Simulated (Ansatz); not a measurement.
Cu Kα1 powder pattern (kinematic, no thermal factors).
2θ (°) (relative intensity): 22.56 (1), 26.56 (6), 35.12 (100), 36.93 (21), 44.57 (8), 46.07 (22), 46.89 (5), 51.12 (4), 53.97 (7), 54.70 (31), 58.52 (14), 66.69 (12), 67.84 (5), 71.87 (11), 72.36 (3), 73.13 (2), 74.24 (4), 74.86 (2), 78.14 (5), 78.61 (3), 80.44 (9), 84.73 (5), 85.46 (3)

The pattern is computed from a structure relaxed with DFT PBE, scalar-relativistic, plane waves, PAW in Ansatz 0.2.0. No spin polarisation. Its elements are N, Si.

Q: Give the structure.

A: Si₄N.
Space group R3m:H (No. 160). a = 6.706 Å, b = 6.706 Å, c = 5.356 Å, α = 90.00°, β = 90.00°, γ = 120.00°
| atom | site | symmetry | x | y | z |
| --- | --- | --- | --- | --- | --- |
| Si | 9b | .m | 0.1828 | 0.8172 | 0.5293 |
| Si | 3a | 3m | 0.0000 | 0.0000 | 0.3232 |
| N | 3a | 3m | 0.0000 | 0.0000 | 0.9913 |

A pattern alone doesn't exclude other cells with like lines; this is the one computed.

Another cell of Si4N relaxed alike, in P1, lies 101 meV/atom lower, so this cell isn't the stable form at this level.

It was reached by relaxing an invented guess, and it needn't be the stable form of this composition.
